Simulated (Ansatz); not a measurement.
Trial structure of GaS3, not yet relaxed:

Space group Pm-3m (No. 221). a = 4.914 Å, b = 4.914 Å, c = 4.914 Å, α = 90.00°, β = 90.00°, γ = 90.00°
| atom | site | symmetry | x | y | z |
| --- | --- | --- | --- | --- | --- |
| Ga | 1a | m-3m | 0.0000 | 0.0000 | 0.0000 |
| S | 3c | 4/mm.m | 0.5000 | 0.5000 | 0.0000 |

Level of theory: DFT PBE, scalar-relativistic, plane waves, PAW in Ansatz. Plane waves to 420 eV, a k mesh through Γ of 4×4×4 on the computed 4-atom cell and Gaussian smearing (0.10 eV); no spin polarisation.

Energies over the elements count from the elements' standard structures at the same level, with no fitted energy shifts.

Question: Estimate its pressure, forces and energy as it stands.

Answer: The pressure is -8.5 GPa (it wants to contract), the largest force is 0.00 eV/Å (symmetry fixes the atoms), and the energy is +1.34 eV/atom against the elements. The shortest distance is 3.47 Å.

Question: How much does it gain on relaxing, and where does it end?

Answer: Relaxing gains about 0.59 eV/atom (the start's value is from the coarse mesh, so the gain is rough) in 11 ionic steps and ends at +0.75 eV/atom on the finer mesh. The symmetry stays Pm-3m (No. 221). The volume per atom shrinks by 41.8 %, from 29.7 to 17.3 Å³. The shortest distance goes from 3.47 Å (Ga–S and S–S) to 2.90 Å (Ga–S and S–S). Conventional cell: a = 4.104 Å. Ga has 12 S at 2.90 Å; S is surrounded by 4 Ga at 2.90 Å and 8 S at 2.90 Å.

The last run used a 12×12×12 mesh for its 4-atom cell and Gaussian smearing of 0.10 eV. An odd number of electrons in the primitive cell allows no gap without spin; a larger cell or a magnetic state could open one. The cell is a metal run without spin; a magnetic state may lie lower. The reference form of S is held partly by dispersion forces, which this level lacks. The relaxation can't lower the symmetry of the start. A structure relaxed within its symmetry needn't be a true minimum. Another cell of GaS3 relaxed alike, in P1, lies 1.02 eV/atom lower, so this cell isn't the stable form at this level.
